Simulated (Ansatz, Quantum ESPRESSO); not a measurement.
# CsLiCr2Te2S3: 6 runs at one level of theory

```
CELL_PARAMETERS angstrom
3.31929 1.91639 6.87982
-3.31929 1.91639 6.87982
0.00000 -3.83279 6.87982
ATOMIC_POSITIONS crystal
Cs 0.00000 0.00000 0.00000
Li 0.50000 0.50000 0.50000
Cr 0.79848 0.79848 0.79848
Cr 0.20152 0.20152 0.20152
Te 0.67990 0.67990 0.67990
Te 0.32010 0.32010 0.32010
S 0.13626 0.86374 0.50000
S 0.50000 0.13626 0.86374
S 0.86374 0.50000 0.13626
```

The cell comes from a database or a generator and needn't be the stable form of this composition.

Alike in all runs: task single point; functional PBE; k mesh 5 × 5 × 5; occupations fermi-dirac, width 0.05 eV; collinear spin, ferromagnetic start; no spin-orbit coupling. Pressure is positive in compression and, in plane waves, holds the error of the finite cutoff, which Ansatz's Pulay term estimates and takes out.

```
                                program and potentials  plane-wave cutoff (eV)                                                                      notes  pressure (GPa)  net moment per atom (μB)  largest force (eV/Å)
             Quantum ESPRESSO, SSSP 1.3 efficiency PBE                     748                                  7.78 valence electrons an atom on average            0.11                      0.44                 0.124
Ansatz, Ansatz NC with PseudoDojo standard (PBE files)                    1279                                    10 valence electrons an atom on average           -0.02                      0.44                 0.012
                                       Ansatz, JTH PAW                    1230                                  7.78 valence electrons an atom on average            0.11                      0.44                 0.078
Ansatz, Ansatz PAW (files of its older set among them)                    1070                                    10 valence electrons an atom on average           -0.01                      0.44                 0.011
               Ansatz, PseudoDojo standard (PBE files)                    1279                                    10 valence electrons an atom on average            0.25                      0.44                 0.102
                                       Ansatz, SPMS NC                     871  10 valence electrons an atom on average; Pulay term of +0.02 GPa included            0.31                      0.44                 0.128
```

Force on atom 5 (Te), eV/Å:

```
                   program and potentials      x      y       z
Quantum ESPRESSO, SSSP 1.3 efficiency PBE  0.000  0.000  -0.124
                          Ansatz, JTH PAW  0.000  0.000  -0.078
  Ansatz, PseudoDojo standard (PBE files)  0.000  0.000  -0.102
                          Ansatz, SPMS NC  0.000  0.000  -0.128
```

The pressure spans -0.02 (Ansatz, Ansatz NC with PseudoDojo standard (PBE files)) to 0.31 GPa (Ansatz, SPMS NC). All agree on the net moment per atom. The state is the one that the start led to, which needn't be the lowest.

Differences between rows come from potentials, basis sets and numerical settings, since the functional is the same but for its coding. Runs on potential files found faulty are left out.
